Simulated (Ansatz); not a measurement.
GaS:
```yaml
crystal:
  lattice:
    - [3.54051, 0.00000, 0.00000]
    - [-1.77025, 3.06617, 0.00000]
    - [0.00000, 0.00000, 35.00000]
  atoms:
    - { symbol: S, position: [0.33333, 0.66667, 0.43492] }
    - { symbol: S, position: [0.66667, 0.33333, 0.56508] }
    - { symbol: Ga, position: [0.00000, 0.00000, 0.46566] }
    - { symbol: Ga, position: [0.00000, 0.00000, 0.53434] }
```
The layer is periodic in x and y and isolated along z.

Relaxed with LDA. Special points in fractions of this cell's reciprocal vectors: Γ (0.000, 0.000, 0.000); M (0.500, 0.000, 0.000); K (0.333, 0.333, 0.000).

### Question
List the band energies nearest the valence-band maximum at these points for DFT-LDA in the program Ansatz with PAW potentials.

### Answer
In eV from the valence-band maximum; about four levels below and three above (degenerate sets whole), none deeper than 8.9 eV; points with the same levels are listed once.

```
k                          below                above
-  -----------------------------  -------------------
Γ  -0.81 -0.81 -0.73 -0.73 -0.12  2.60 3.71 5.36 5.36
M        -2.59 -2.22 -1.98 -0.96       2.64 2.81 3.40
K  -4.20 -4.20 -1.95 -1.95 -1.46       3.42 3.42 4.00
```

Space group P-3m1. The layer was cut from a bulk entry of the Materials Project (measured or hypothetical); whether that bulk phase is the ambient one, and whether the layer has been isolated, was not checked. Symmetry was held in the LDA relaxation; its stability against distortions is not shown here. Spin–orbit coupling is left out wherever it is not named.

Potentials: the later of the program's two PAW sets.
